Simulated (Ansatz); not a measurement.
BN in space group P6_3/mmc (No. 194; B on 4f, N on 4f) at seven volumes, r²SCAN+D4 in the plane-wave PAW code Ansatz, shape and atoms relaxed at each. One row is withheld.

```tsv
V (Å³/atom)	P (GPa)
8.449	4.55
8.728	?
9.006	1.06
9.285	0.00
9.563	-0.69
9.842	-1.19
10.120	-1.45
```

Q: Fit the shown pressures and predict the withheld one.

A: P = (3/2)B₀(x^(7/2) − x^(5/2))[1 + (3/4)(B′ − 4)(x − 1)] with x = (V₀/V)^(2/3). Least squares on the six rows gives V₀ = 9.288 Å³/atom, B₀ = 29.1 GPa, B′ = 11.48. At V = 8.728, x = 1.0423 and P = 2.54 GPa. The run itself gave 2.53 GPa.

A made-up cell: these elements were put on the sites of a structure type. Its sites differ from those of the usual phase in this space group: another stacking or structure type. The cell was relaxed with r²SCAN+D4 under the symmetry of its start; phonons on a q-mesh show weakly imaginary modes. The volume moved by 56 % from the start of the relaxation.

Potentials: the later of the program's two PAW sets.
